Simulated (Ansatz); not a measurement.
PbS:
```yaml
crystal:
  lattice:
    - [0.00000, 2.96702, 2.96702]
    - [2.96702, 0.00000, 2.96702]
    - [2.96702, 2.96702, 0.00000]
  atoms:
    - { symbol: Pb, position: [0.00000, 0.00000, 0.00000] }
    - { symbol: S, position: [0.50000, 0.50000, 0.50000] }
```

Relaxed with PBE+D3(BJ). Special points in fractions of this cell's reciprocal vectors: Γ (0.000, 0.000, 0.000); X (0.500, 0.000, 0.500); U (0.625, 0.250, 0.625); K (0.375, 0.375, 0.750); L (0.500, 0.500, 0.500); W (0.500, 0.250, 0.750).

### Question
List the band energies nearest the valence-band maximum at these points for PBE+D3(BJ) (plane waves, PAW; program Ansatz).

### Answer
In eV from the valence-band maximum; about four levels below and three above (degenerate sets whole), none deeper than 8.9 eV; points with the same levels are listed once.

```json
[
 {"k": "Γ", "below": "-6.04 -2.17 -2.17 -2.17", "above": "5.22 5.22 5.22"},
 {"k": "X", "below": "-7.20 -5.19 -3.43 -3.43", "above": "3.86 5.58 5.68 5.68"},
 {"k": "U", "below": "-7.97 -4.77 -2.93 -2.48", "above": "3.33 4.13 5.05"},
 {"k": "L", "below": "-8.84 -1.78 -1.78 0.00", "above": "0.37 1.97 1.97"},
 {"k": "W", "below": "-7.94 -4.42 -4.42 -1.02", "above": "2.19 4.66 4.66"}
]
```

Space group Fm-3m (rock salt). Symmetry was held in the PBE+D3(BJ) relaxation. Scalar-relativistic: spin–orbit coupling is off unless named, which matters more the heavier the elements.

Potentials: the earlier of the program's two PAW sets.
